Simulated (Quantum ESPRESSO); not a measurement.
GeGaAlS2N2, one run as intended and one with a planted mistake

A calculation, not a measurement. The program is pw.x of Quantum ESPRESSO 7.5 (plane-wave density functional theory). The cell is made up: 7 atoms on a zincblende/diamond lattice with one site empty, with randomly drawn elements, strain and displacements, not relaxed. PseudoDojo standard norm-conserving files (v0.5 for PBE, v0.4.1 for LDA and PBEsol) set the functional; there is no spin polarisation, spin-orbit coupling or dispersion term, and the masses in the input are unused placeholders.

Intended input:

```
&control calculation='scf', pseudo_dir='./dojo.nc.sr.pbe.v0_5.standard.upf', outdir='./o', disk_io='medium', tprnfor=.true., tstress=.true. /
&system ibrav=0, nat=7, ntyp=5, nbnd=32, ecutwfc=84.00895049, nosym=.true., tot_charge=0,
 occupations='smearing', smearing='fd', degauss=0.0018374661
/
&electrons conv_thr=7.350e-09, electron_maxstep=60, /
ATOMIC_SPECIES
Al 1.0 Al.upf
Ga 1.0 Ga.upf
Ge 1.0 Ge.upf
N 1.0 N.upf
S 1.0 S.upf
CELL_PARAMETERS angstrom
4.9012 -0.0364 -0.0615
-0.0364 4.8657 -0.0228
-0.0615 -0.0228 4.8905
ATOMIC_POSITIONS angstrom
Ge -0.0555 -0.0958 0.0038
Ga 2.4324 -0.031 2.3567
Al 2.3664 2.3357 -0.0537
S 1.1685 1.2194 1.1094
S 1.0665 3.5694 3.6261
N 3.6325 1.1737 3.6037
N 3.6103 3.6288 1.1744
K_POINTS automatic
4 4 4 1 1 1
```

The log is shortened where brackets say so; the opening notice, blank lines, dates and the lines on written files are dropped, and the path of the files is cut. It prints rydbergs, bohrs and kilobars, and counts compression as positive stress. Where no state is partly filled, the Fermi energy that it prints is only some level between the filled and the empty states on the mesh, and need not lie in the true gap.

Log of the intended run:

```
     Program PWSCF v.7.5
     Parallel version (MPI & OpenMP), running on       1 processor cores
     Number of MPI processes:                 1
     Threads/MPI process:                     1
     [start-up lines left out]
     bravais-lattice index     =            0
     lattice parameter (alat)  =       9.2629  a.u.
     unit-cell volume          =     786.8557 (a.u.)^3
     number of atoms/cell      =            7
     number of atomic types    =            5
     number of electrons       =        52.00
     number of Kohn-Sham states=           32
     kinetic-energy cutoff     =      84.0090  Ry
     charge density cutoff     =     336.0358  Ry
     scf convergence threshold =      7.3E-09
     mixing beta               =       0.7000
     number of iterations used =            8  plain     mixing
     Exchange-correlation= PBE
                           (   1   4   3   4   0   0   0)
     [axes and pseudopotential details left out]
   Cartesian axes
     site n.     atom                  positions (alat units)
         1        Ge     tau(   1) = (  -0.0113226  -0.0195442   0.0007752  )
         2        Ga     tau(   2) = (   0.4962339  -0.0063243   0.4807903  )
         3        Al     tau(   3) = (   0.4827692   0.4765061  -0.0109553  )
         4        S      tau(   4) = (   0.2383857   0.2487698   0.2263287  )
         5        S      tau(   5) = (   0.2175766   0.7281932   0.7397606  )
         6        N      tau(   6) = (   0.7410663   0.2394465   0.7351908  )
         7        N      tau(   7) = (   0.7365372   0.7403114   0.2395893  )
     number of k points=    32  Fermi-Dirac smearing, width (Ry)=  0.0018
                       cart. coord. in units 2pi/alat
        k(    1) = (   0.1275597   0.1274770   0.1274852), wk =   0.0625000
        k(    2) = (   0.1307134   0.1286750   0.3781041), wk =   0.0625000
     [further k points left out]
     Dense  grid:    81759 G-vectors     FFT dimensions: (  60,  54,  54)
     Estimated max dynamical RAM per process >     105.11 MB
     Initial potential from superposition of free atoms
     starting charge      51.9940, renormalised to      52.0000
     Starting wfcs are   38 randomized atomic wfcs
     total cpu time spent up to now is        6.6 secs
     per-process dynamical memory:    67.6 Mb
     Self-consistent Calculation
     iteration #  1     ecut=    84.01 Ry     beta= 0.70
     Davidson diagonalization with overlap
     ethr =  1.00E-02,  avg # of iterations =  3.3
     total cpu time spent up to now is       24.8 secs
     total energy              =    -420.78884279 Ry
     estimated scf accuracy    <       1.63198866 Ry
     iteration #  2     ecut=    84.01 Ry     beta= 0.70
     Davidson diagonalization with overlap
     ethr =  3.14E-03,  avg # of iterations =  4.7
     total cpu time spent up to now is       44.6 secs
     total energy              =    -420.25033764 Ry
     estimated scf accuracy    <       8.19799947 Ry
     [iterations 3 to 10 left out]
     iteration # 11     ecut=    84.01 Ry     beta= 0.70
     Davidson diagonalization with overlap
     ethr =  4.14E-10,  avg # of iterations =  3.9
     total cpu time spent up to now is      161.4 secs
     total energy              =    -421.67314707 Ry
     estimated scf accuracy    <       0.00000004 Ry
     iteration # 12     ecut=    84.01 Ry     beta= 0.70
     Davidson diagonalization with overlap
     ethr =  7.57E-11,  avg # of iterations =  2.4
     total cpu time spent up to now is      175.2 secs
     End of self-consistent calculation
     [lines on levels left out]
     the Fermi energy is     7.7185 ev
!    total energy              =    -421.67314707 Ry
     estimated scf accuracy    <          4.3E-09 Ry
     smearing contrib. (-TS)   =      -0.00000000 Ry
     internal energy E=F+TS    =    -421.67314707 Ry
     The total energy is F=E-TS. E is the sum of the following terms:
     one-electron contribution =    -209.13892762 Ry
     hartree contribution      =     138.09651789 Ry
     xc contribution           =    -112.44102955 Ry
     ewald contribution        =    -238.18970779 Ry
     convergence has been achieved in  12 iterations
     Forces acting on atoms (cartesian axes, Ry/au):
     atom    1 type  3   force =    -0.26898241    0.01419759   -0.00347819
     atom    2 type  2   force =     0.18336365   -0.00769152    0.03201600
     atom    3 type  1   force =     0.28139770    0.05720755   -0.06314536
     atom    4 type  5   force =    -0.10122364    0.02277643    0.13534039
     atom    5 type  5   force =    -0.02739990   -0.05718132   -0.09166285
     atom    6 type  4   force =    -0.04057062   -0.03940795    0.04997397
     atom    7 type  4   force =    -0.02658478    0.01009924   -0.05904396
     Total force =     0.495189     Total SCF correction =     0.000089
     Computing stress (Cartesian axis) and pressure
          total   stress  (Ry/bohr**3)                   (kbar)     P=       34.02
   0.00004513   0.00015087  -0.00002069            6.64       22.19       -3.04
   0.00015087   0.00035834  -0.00048234           22.19       52.71      -70.95
  -0.00002069  -0.00048234   0.00029039           -3.04      -70.95       42.72
     init_run     :      4.76s CPU      6.51s WALL (       1 calls)
     electrons    :    153.53s CPU    168.59s WALL (       1 calls)
     forces       :      4.13s CPU      4.22s WALL (       1 calls)
     stress       :     10.50s CPU     10.58s WALL (       1 calls)
     [timing details left out]
     PWSCF        :   2m53.13s CPU   3m10.48s WALL
     JOB DONE.
```

A second run has one planted mistake: the smearing is too wide. The input lines that differ, file-writing options aside:

```
- &system ibrav=0, nat=7, ntyp=5, nbnd=32, ecutwfc=84.00895049, nosym=.true., tot_charge=0,
+ &system ibrav=0, nat=7, ntyp=5, nbnd=50, ecutwfc=84.00895049, nosym=.true., tot_charge=0,
-  occupations='smearing', smearing='fd', degauss=0.0018374661
+  occupations='smearing', smearing='fd', degauss=0.0521840375
```

Its log:

```
     Program PWSCF v.7.5
     Parallel version (MPI & OpenMP), running on       1 processor cores
     Number of MPI processes:                 1
     Threads/MPI process:                     1
     [start-up lines left out]
     bravais-lattice index     =            0
     lattice parameter (alat)  =       9.2629  a.u.
     unit-cell volume          =     786.8557 (a.u.)^3
     number of atoms/cell      =            7
     number of atomic types    =            5
     number of electrons       =        52.00
     number of Kohn-Sham states=           50
     kinetic-energy cutoff     =      84.0090  Ry
     charge density cutoff     =     336.0358  Ry
     scf convergence threshold =      7.3E-09
     mixing beta               =       0.7000
     number of iterations used =            8  plain     mixing
     Exchange-correlation= PBE
                           (   1   4   3   4   0   0   0)
     [axes and pseudopotential details left out]
   Cartesian axes
     site n.     atom                  positions (alat units)
         1        Ge     tau(   1) = (  -0.0113226  -0.0195442   0.0007752  )
         2        Ga     tau(   2) = (   0.4962339  -0.0063243   0.4807903  )
         3        Al     tau(   3) = (   0.4827692   0.4765061  -0.0109553  )
         4        S      tau(   4) = (   0.2383857   0.2487698   0.2263287  )
         5        S      tau(   5) = (   0.2175766   0.7281932   0.7397606  )
         6        N      tau(   6) = (   0.7410663   0.2394465   0.7351908  )
         7        N      tau(   7) = (   0.7365372   0.7403114   0.2395893  )
     number of k points=    32  Fermi-Dirac smearing, width (Ry)=  0.0522
                       cart. coord. in units 2pi/alat
        k(    1) = (   0.1275597   0.1274770   0.1274852), wk =   0.0625000
        k(    2) = (   0.1307134   0.1286750   0.3781041), wk =   0.0625000
     [further k points left out]
     Dense  grid:    81759 G-vectors     FFT dimensions: (  60,  54,  54)
     Estimated max dynamical RAM per process >     119.46 MB
     Initial potential from superposition of free atoms
     starting charge      51.9940, renormalised to      52.0000
     Starting wfcs are   38 randomized atomic wfcs +   12 random wfcs
     total cpu time spent up to now is        9.5 secs
     per-process dynamical memory:    70.6 Mb
     Self-consistent Calculation
     iteration #  1     ecut=    84.01 Ry     beta= 0.70
     Davidson diagonalization with overlap
     ethr =  1.00E-02,  avg # of iterations =  7.0
     total cpu time spent up to now is       43.8 secs
     total energy              =    -420.91195941 Ry
     estimated scf accuracy    <       1.52370133 Ry
     iteration #  2     ecut=    84.01 Ry     beta= 0.70
     Davidson diagonalization with overlap
     ethr =  2.93E-03,  avg # of iterations =  2.3
     total cpu time spent up to now is       59.1 secs
     total energy              =    -420.48258288 Ry
     estimated scf accuracy    <       7.67558023 Ry
     [iterations 3 to 10 left out]
     iteration # 11     ecut=    84.01 Ry     beta= 0.70
     Davidson diagonalization with overlap
     ethr =  2.33E-10,  avg # of iterations =  2.0
     total cpu time spent up to now is      208.2 secs
     total energy              =    -421.74216754 Ry
     estimated scf accuracy    <       0.00000001 Ry
     iteration # 12     ecut=    84.01 Ry     beta= 0.70
     Davidson diagonalization with overlap
     ethr =  1.98E-11,  avg # of iterations =  3.1
     total cpu time spent up to now is      224.6 secs
     End of self-consistent calculation
     [lines on levels left out]
     the Fermi energy is     7.9429 ev
!    total energy              =    -421.74216754 Ry
     estimated scf accuracy    <          5.0E-09 Ry
     smearing contrib. (-TS)   =      -0.19649756 Ry
     internal energy E=F+TS    =    -421.54566998 Ry
     The total energy is F=E-TS. E is the sum of the following terms:
     one-electron contribution =    -209.15415726 Ry
     hartree contribution      =     138.21718430 Ry
     xc contribution           =    -112.41898923 Ry
     ewald contribution        =    -238.18970779 Ry
     convergence has been achieved in  12 iterations
     Forces acting on atoms (cartesian axes, Ry/au):
     atom    1 type  3   force =    -0.23620876    0.00728939    0.00063634
     atom    2 type  2   force =     0.16012522   -0.01282088    0.02810802
     atom    3 type  1   force =     0.25825662    0.05855533   -0.06013007
     atom    4 type  5   force =    -0.08633498    0.02998339    0.13282777
     atom    5 type  5   force =    -0.01216435   -0.05908669   -0.09525683
     atom    6 type  4   force =    -0.04740189   -0.03588518    0.05181137
     atom    7 type  4   force =    -0.03627186    0.01196462   -0.05799660
     Total force =     0.453800     Total SCF correction =     0.000185
     Computing stress (Cartesian axis) and pressure
          total   stress  (Ry/bohr**3)                   (kbar)     P=       63.17
   0.00034341   0.00014533  -0.00007210           50.52       21.38      -10.61
   0.00014533   0.00049003  -0.00042137           21.38       72.09      -61.99
  -0.00007210  -0.00042137   0.00045492          -10.61      -61.99       66.92
     init_run     :      7.74s CPU      9.39s WALL (       1 calls)
     electrons    :    193.56s CPU    215.09s WALL (       1 calls)
     forces       :      2.08s CPU      2.11s WALL (       1 calls)
     stress       :      8.23s CPU      8.30s WALL (       1 calls)
     [timing details left out]
     PWSCF        :   3m31.81s CPU   3m55.36s WALL
     JOB DONE.
```

```
                                            intended run  run with the mistake
                          free energy (eV)     -5737.155             -5738.095
                    smearing term -TS (eV)        0.0000               -2.6735
                            pressure (GPa)          3.40                  6.32
            largest force component (eV/Å)         7.235                 6.640
largest change of a force component (eV/Å)                               0.843
                                iterations            12                    12
```

For scale, a rerun of the intended cell at 1437 eV and a 6 x 6 x 6 mesh moved values by no more than 0.003 eV in energy, 0.02 GPa in stress and 0.003 eV/Å in force. The number of bands, nbnd, was set by rule from the electron count and the smearing, so it follows the mistake.